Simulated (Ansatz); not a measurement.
## Relaxing arsenic (diamond)

The calculation used DFT, BLYP, plane waves (420 eV) with PAW, scalar-relativistic in Ansatz 0.2.0. (PAW data from PBE, frozen cores regenerated.)

k-point mesh 9×9×9, Fermi-Dirac smearing 0.1 eV, no spin polarisation. Cell and atoms relax.

Starting structure:

```
CELL_PARAMETERS angstrom
0.00000 2.91252 2.91252
2.91252 0.00000 2.91252
2.91252 2.91252 0.00000
ATOMIC_POSITIONS crystal
As 0.12500 0.12500 0.12500
As 0.87500 0.87500 0.87500
```

What cell does the relaxation end in?

Fd-3m with a = 6.264 Å; 30.72 Å³ per atom against 24.71 at the start (24.4 %).

How much energy does the relaxation gain?

209.8 meV per atom.

Path of the relaxation (the plane waves are chosen anew near the end, which can shift the energy a little):

```csv
step,E − E(final) (meV/atom),V (Å³/atom),P (GPa),max force (eV/Å)
0,209.76,24.706,13.19,0.000
1,24.07,28.499,3.49,0.000
2,3.14,30.162,0.70,0.000
3,2.17,30.664,-0.02,0.000
4,0.02,30.664,0.09,0.000
5,0.01,30.724,0.00,0.000
6,0.00,30.724,0.00,0.000
```
